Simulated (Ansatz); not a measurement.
# Si: from a starting cell to a relaxed one

The start is a relaxed Si cell shaken by Gaussian noise of σ = 0.08 Å a coordinate. The structure is fully relaxed (lattice and positions, P = 0) with r2SCAN (plane waves to 500 eV, PAW, scalar-relativistic; Ansatz, a first-principles code). The first steps use a coarse 5×5×5 k-mesh.

Starting cell:
```
Si
1.0
    4.84439     0.00000     0.00000
    0.00000     4.84439     0.00000
    0.00000     0.00000     4.84439
Si
8
Cartesian
  1.12662   0.04642   2.44069
  3.66430   0.04191   2.46413
  0.00138   2.55075   1.24700
 -0.03865   2.31314   3.61515
  2.34950   1.20159   0.01187
  2.43436   3.55481  -0.07409
 -0.04430  -0.08502  -0.01378
  2.38835   2.48046   2.53033
```

Question: By how much does the energy per atom fall from start to end?

Answer: 0.34 to 0.37 eV/atom (the two k-meshes of the run give this range).

Question: How does the volume per atom move from start to end?

Answer: +13.6 %, from 14.21 to 16.15 Å³/atom.

Question: What band gap does the relaxed structure have at this level?

Answer: No gap (metallic).

Question: Give the final cell and atomic positions.

Answer: 
```cif
data_Si
_chemical_formula_sum 'Si1'
_space_group_name_H-M_alt 'Pm-3m'
_space_group_IT_number 221
_space_group_name_Hall '-P 4 2 3'
_cell_length_a 2.52751
_cell_length_b 2.52751
_cell_length_c 2.52751
_cell_angle_alpha 90.000
_cell_angle_beta 90.000
_cell_angle_gamma 90.000
loop_
_atom_site_label
_atom_site_type_symbol
_atom_site_symmetry_multiplicity
_atom_site_Wyckoff_symbol
_atom_site_fract_x
_atom_site_fract_y
_atom_site_fract_z
_atom_site_occupancy
Si1 Si 1 a 0.00000 0.00000 0.00000 1
```

Final values are on a 18×18×18 k-mesh of the relaxed cell. No spin polarisation in the result.

The relaxed structure here is a generated cell of Si: the first start was made by placing the elements on the sites of a structure type, and the end was not matched to a known phase here, so it may be hypothetical. Known forms of Si include space group No. 227.
